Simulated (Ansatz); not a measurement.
Ba$_{2}$As:
```
Ba2As
1.0
   -2.51400     2.51400     9.01225
    2.51400    -2.51400     9.01225
    2.51400     2.51400    -9.01225
Ba As
4 2
Direct
  0.50000   0.00000   0.50000
  0.00000   0.50000   0.50000
  0.31635   0.31635   0.00000
  0.68365   0.68365   0.00000
  0.13280   0.13280   0.00000
  0.86720   0.86720   0.00000
```

Relaxed with r²SCAN. Special points in fractions of this cell's reciprocal vectors: Γ (0.000, 0.000, 0.000); X (0.000, 0.000, 0.500); P (0.250, 0.250, 0.250); N (0.000, 0.500, 0.000); M (0.500, 0.500, -0.500); S (0.269, 0.731, -0.269); S0 (-0.269, 0.269, 0.269); R (-0.039, 0.039, 0.500); G (0.500, 0.500, -0.039).

Problem. List the band energies nearest the Fermi level at these points for the program Ansatz at the r²SCAN level (PAW).

Solution. In eV from the Fermi level; about four levels below and three above (degenerate sets whole), none deeper than 8.9 eV; points with the same levels are listed once.

```csv
k,below,above
Γ,-1.80 -1.46 -1.46 -0.05,0.12 0.66 0.94
X,-1.95 -1.88 -1.76 -0.54,0.29 0.76 0.93
P,-1.95 -1.84 -1.84 -0.48,0.46 0.46 1.14 1.14
N,-2.18 -2.01 -1.87 -0.04,0.59 0.84 1.16
M,-1.90 -1.22 -1.22 -0.31,0.13 0.62 1.46
S,-2.25 -1.89 -1.85 -0.13,0.66 0.72 1.21
R,-1.95 -1.86 -1.78 -0.52,0.31 0.78 0.89
```

Space group I4/mmm. The workflow started from an entry of the Crystallography Open Database (COD). Whether it is the stable phase at ambient conditions was not checked. Symmetry was held in the r²SCAN relaxation; its stability against distortions is not shown here. Scalar-relativistic: spin–orbit coupling is off unless named, which matters more the heavier the elements.

Potentials: the later of the program's two PAW sets.
